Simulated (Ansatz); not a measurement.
Infrared lines of transverse zone-centre modes from r²SCAN (plane waves, PAW; program Ansatz):

```tsv
ω (cm⁻¹)	relative intensity
272	71
333	82
468	100
539	21
564	3.2
```

Problem. Which compound is it?
A) Ga2O3, corundum
B) SiO2, P3_221 (Si on 3a, O on 6c)
C) GaN, zinc blende
D) BaTiO3, cubic perovskite

Solution. A, Ga2O3, corundum

Space group R-3c (corundum). The cell was relaxed with r²SCAN under the symmetry of its start; of distortions, only those at the zone centre were tested.

Potentials: the earlier of the program's two PAW sets.
